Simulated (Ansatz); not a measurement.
Cell and atoms are relaxed with the symmetry kept. Start:

```cif
data_structure
_symmetry_space_group_name_H-M 'R-3m:H'
_symmetry_Int_Tables_number 166
_cell_length_a 4.4000
_cell_length_b 4.4000
_cell_length_c 22.5100
_cell_angle_alpha 90.000
_cell_angle_beta 90.000
_cell_angle_gamma 120.000
_cell_volume 377.40
loop_
_atom_site_label
_atom_site_type_symbol
_atom_site_symmetry_multiplicity
_atom_site_Wyckoff_symbol
_atom_site_fract_x
_atom_site_fract_y
_atom_site_fract_z
_atom_site_occupancy
Ca1 Ca 6 c 0.33333 0.66667 0.89763 1
As1 As 3 b 0.66667 0.33333 0.83333 1
I1 I 3 a 0.00000 0.00000 0.00000 1
```

Theory: DFT LDA, scalar-relativistic, plane waves, PAW (Ansatz 0.2.0).

Plane waves to 420 eV, a k mesh through Γ of 6×6×6 on the computed 4-atom cell and Gaussian smearing (0.02 eV); no spin polarisation.

**Question.** What does it relax to?

**Answer.** The volume goes down by 3.05 Å³/atom to 28.40 Å³/atom, and the energy falls by 32.3 meV/atom. Final structure:
```xyz
4
Lattice="2.1337 1.2319 7.2041 -2.1337 1.2319 7.2041 0.0000 -2.4637 7.2041" Properties=species:S:1:pos:R:3 pbc="T T T"
Ca    0.0000    0.0000    5.0278
Ca    0.0000    0.0000   16.5844
As    0.0000    0.0000   10.8061
I     0.0000    0.0000    0.0000
```

Cost: 1 run of about 1 core-minutes, on Arm Neoverse V1 (shared hosts).